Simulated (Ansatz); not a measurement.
W:
```
CELL_PARAMETERS angstrom
     -1.56794     1.56794     1.56794
      1.56794    -1.56794     1.56794
      1.56794     1.56794    -1.56794
ATOMIC_POSITIONS crystal
  W  0.00000 0.00000 0.00000
```

Relaxed with LDA. Special points in fractions of this cell's reciprocal vectors: Γ (0.000, 0.000, 0.000); H (0.500, -0.500, 0.500); N (0.000, 0.000, 0.500); P (0.250, 0.250, 0.250).

**Question.** List the band energies nearest the Fermi level at these points for DFT-LDA in the program Ansatz with PAW potentials.

**Answer.** In eV from the Fermi level; about four levels below and three above (degenerate sets whole), none deeper than 8.9 eV; … stands for higher levels left out; points with the same levels are listed once.

```csv
k,below,above
Γ,-1.30 -1.30 -1.30,2.26 2.26 …
H,-6.05 -6.05,5.35 5.35 5.35
N,-6.43 -3.71,0.93 2.17 3.18
P,-2.98 -2.98 -2.98,3.35 3.35 6.83
```

Space group Im-3m (bcc (W type)). The LDA relaxation kept the symmetry of its start. The run is not spin-polarised. Spin–orbit coupling is left out wherever it is not named.

Potentials: the later of the program's two PAW sets.
